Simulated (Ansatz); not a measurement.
PtRhN$_{2}$:
```
PtRhN2
1.0
    1.46095     0.84348     6.18090
   -1.46095     0.84348     6.18090
    0.00000    -1.68696     6.18090
Rh Pt N
1 1 2
Direct
  0.50000   0.50000   0.50000
  0.00000   0.00000   0.00000
  0.89548   0.89548   0.89548
  0.10452   0.10452   0.10452
```

Relaxed with r²SCAN. Special points in fractions of this cell's reciprocal vectors: Γ (0.000, 0.000, 0.000); T (0.500, 0.500, 0.500); H2 (0.821, 0.179, 0.500); H0 (0.500, -0.179, 0.179); L (0.500, 0.000, 0.000); S0 (0.340, -0.340, 0.000); S2 (0.660, 0.000, 0.340); F (0.500, 0.000, 0.500).

Question: List the band energies nearest the Fermi level at these points for the program Ansatz at the r²SCAN with spin–orbit coupling level (PAW).

Answer: In eV from the Fermi level; about four levels below and three above (degenerate sets whole), none deeper than 8.9 eV; points with the same levels are listed once.

```
k                     below                above
--  -----------------------  -------------------
Γ   -0.98 -0.98 -0.92 -0.92  4.41 4.41 4.45 4.45
T   -2.42 -2.42 -0.59 -0.59  0.53 0.53 0.85 0.85
H2  -0.71 -0.71 -0.03 -0.03  1.63 1.63 3.53 3.53
L   -0.22 -0.22 -0.04 -0.04  2.02 2.02 2.69 2.69
S0  -1.31 -1.31 -0.79 -0.79  0.07 0.07 1.60 1.60
F   -1.16 -1.16 -0.57 -0.57  0.14 0.14 1.66 1.66
```

Space group R-3m. The start of the workflow was typed in or built on a structure type; neither database checked (COD, Materials Project) lists it. Its standing as an ambient phase is unchecked. Symmetry was held in the r²SCAN relaxation; its stability against distortions is not shown here. The workflow began spin-polarised and lost its moments. Its formation energy is positive at this level, so the cell may be metastable or incomplete.

Potentials: the earlier of the program's two PAW sets.
